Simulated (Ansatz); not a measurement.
Li:
```
CELL_PARAMETERS angstrom
      0.00000     2.18830     2.18830
      2.18830     0.00000     2.18830
      2.18830     2.18830     0.00000
ATOMIC_POSITIONS crystal
  Li 0.00000 0.00000 0.00000
```

This is the r²SCAN-relaxed structure.

**Question.** All from DFT-r²SCAN in the program Ansatz with PAW potentials, unless another level is named. Estimate the vibrational entropy at 300 K.

**Answer.** 26.6 J/(K·mol of atoms).

**Question.** Next, the Poisson's ratio?

**Answer.** 0.32.

Space group Fm-3m (fcc (Cu type)). The cell is a constructed one: a structure type filled with these elements; the Crystallography Open Database files this formula in space group No. 225, but the cells were not matched. It is not the phase usual at ambient conditions (space group No. 229). The cell was relaxed with r²SCAN under the symmetry of its start; phonons on a q-mesh show no instability.

Potentials: the later of the program's two PAW sets.
